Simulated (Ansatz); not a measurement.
An Ansatz run on an ordered 8-atom cell of InGa3P4 on the zincblende lattice (I-42m) left the output below. The starting cell was estimated from covalent radii.

The cell given to it:
```cif
data_structure
_symmetry_space_group_name_H-M 'P 1'
_symmetry_Int_Tables_number 1
_cell_length_a 6.5199
_cell_length_b 6.5199
_cell_length_c 6.5199
_cell_angle_alpha 131.810
_cell_angle_beta 131.810
_cell_angle_gamma 70.529
_cell_volume 150.86
loop_
_atom_site_label
_atom_site_type_symbol
_atom_site_fract_x
_atom_site_fract_y
_atom_site_fract_z
_atom_site_occupancy
Ga1 Ga 0.75000 0.25000 0.50000 1
P1 P 0.12500 0.62500 0.00000 1
Ga2 Ga 0.50000 0.50000 0.00000 1
P2 P 0.87500 0.87500 0.50000 1
Ga3 Ga 0.25000 0.75000 0.50000 1
P3 P 0.62500 0.12500 0.00000 1
In1 In 0.00000 0.00000 0.00000 1
P4 P 0.37500 0.37500 0.50000 1
```

Output, abridged:
```
Pseudopotential: Ga, paw, valence charge 13, recommended cutoff 420 eV (normal)
Pseudopotential: P, paw, valence charge 5, recommended cutoff 420 eV (normal)
Pseudopotential: In, paw, valence charge 13, recommended cutoff 420 eV (normal)
Functional definition: PBE
Crystal: 8 atoms, lattice volume = 150.863 Å³
Basis set: ecut = 420 eV, 2913 PW (Γ)
Bands: 44, of which v1, the nominal top of the filled ones, is band 36 counted from 1 (35 counted from 0)
Symmetry: 8 space group operations
Space group: I-42m (ITA 121)
k-points: 30 of 216 (time reversal used)
preconditioner: auto → Resta (q_TF=auto, 2.412 Å⁻¹)  ε∞=4.2  [insulator: Δε(μ)=1.383 eV  σ=0.020 eV  ℏωp=25.7 eV]
SCF 1 converged in 7 iterations: F = -19970.867901 eV  dr2 = 9.81e-9
relax step 1: F+E_penalty+E_count = -19970.86790063 eV  max|allowed force component| = 1.357e0 eV/Å  Δτ_max = 0.0000 Å  P = +18.045 GPa  Ω = 150.863 Å³
SCF 2 converged in 8 iterations: F = -19972.518311 eV  dr2 = 8.21e-8
relax step 2: F+E_penalty+E_count = -19972.51831062 eV  max|allowed force component| = 1.127e-1 eV/Å  Δτ_max = 0.1129 Å  P = +2.705 GPa  Ω = 171.092 Å³
SCF 3 converged in 6 iterations: F = -19972.565964 eV  dr2 = 5.93e-7
relax step 3: F+E_penalty+E_count = -19972.56596380 eV  max|allowed force component| = 1.864e-2 eV/Å  Δτ_max = 0.0096 Å  P = +0.617 GPa  Ω = 175.617 Å³
SCF 4 converged in 5 iterations: F = -19972.568440 eV  dr2 = 1.77e-7
relax step 4: F+E_penalty+E_count = -19972.56843957 eV  max|allowed force component| = 4.206e-3 eV/Å  Δτ_max = 0.0015 Å  P = +0.039 GPa  Ω = 176.976 Å³
SCF 5 converged in 8 iterations: F = -19972.580682 eV  dr2 = 9.23e-12
relax step 5: F+E_penalty+E_count = -19972.58068164 eV  max|allowed force component| = 4.367e-3 eV/Å  Δτ_max = 0.0000 Å  P = +0.113 GPa  Ω = 176.976 Å³  (SCF on a basis re-selected at this cell)
SCF 6 converged in 5 iterations: F = -19972.580722 eV  dr2 = 6.19e-9
relax step 6: F+E_penalty+E_count = -19972.58072240 eV  max|allowed force component| = 5.176e-4 eV/Å  Δτ_max = 0.0004 Å  P = +0.003 GPa  Ω = 177.243 Å³
SCF 7 converged in 6 iterations: F = -19972.580780 eV  dr2 = 4.81e-11
relax step 7: F+E_penalty+E_count = -19972.58078047 eV  max|allowed force component| = 5.181e-4 eV/Å  Δτ_max = 0.0000 Å  P = +0.003 GPa  Ω = 177.243 Å³  (SCF on a basis re-selected at this cell)
SCF converged after 6 iterations
Free energy (F): -19972.580780 eV
Fermi energy:    7.261048 eV
--- Per-component energies (eV) ---
  E_band       = -249.692972
  E_kinetic    = 868.216641
  E_local      = -8108.291372
  E_nonlocal   = 1778.026801
  E_hartree    = 3648.802986
  E_xc         = -666.765324
  E_vxc        = -514.086150
  E_paw        = -12401.237486
  E_vpaw       = -1571.164272
  E_ewald      = -5091.332762
--- Stress (GPa, compression-positive) ---
        0.003025       0.000000       0.000000
        0.000000       0.003025       0.000000
        0.000000       0.000000       0.003625
  P = ⅓ Tr σ = 0.0032 GPa (0.032 kbar)
--- Relaxed structure (5 steps of the walk, 5 accepted, 2 SCFs on fresh bases) ---
  F+E_penalty+E_count = -19972.58078047 eV   max|allowed force component| = 5.181e-4 eV/Å
  cell:  # Å, volume = 177.2430 Å³
    - [-2.810427, 2.810427, 5.610022]
    - [2.810427, -2.810427, 5.610022]
    - [2.810427, 2.810427, -5.610022]
  atoms:
    - { symbol: Ga, position: [0.750000, 0.250000, 0.500000] }
    - { symbol: P, position: [0.132940, 0.606863, 0.000000] }
    - { symbol: Ga, position: [0.500000, 0.500000, 0.000000] }
    - { symbol: P, position: [0.867060, 0.867060, 0.473923] }
    - { symbol: Ga, position: [0.250000, 0.750000, 0.500000] }
    - { symbol: P, position: [0.606863, 0.132940, 0.000000] }
    - { symbol: In, position: [0.000000, 0.000000, 0.000000] }
    - { symbol: P, position: [0.393137, 0.393137, 0.526077] }
```

Problem. Which of these blocks stood in the input: relax, gw, phonons, dielectric, magnetization (spin_orbit)?

Solution. relax. The relax steps with a changing cell volume need the relax block with cell.

Problem. Which k mesh was typed?

Solution. 6×6×6, Γ-centred.

Problem. How were the bands filled?

Solution. With smearing of width σ = 0.02 eV (Fermi-Dirac in this run).

Run as `ansatz run input.yaml --threads 4 --pin off --max-ram 6451MiB --backend cpu --events-out ev --progress --plain --runs-dir out`. Wall time 13 s on 4 threads of AMD EPYC 9R45 96-Core Processor (Zen 5), with other jobs on the host, load about 0.5 per core; peak host memory 0.72 GiB.

No spin polarisation and no zero-point or thermal motion; the cell was built from a prototype and may be hypothetical.
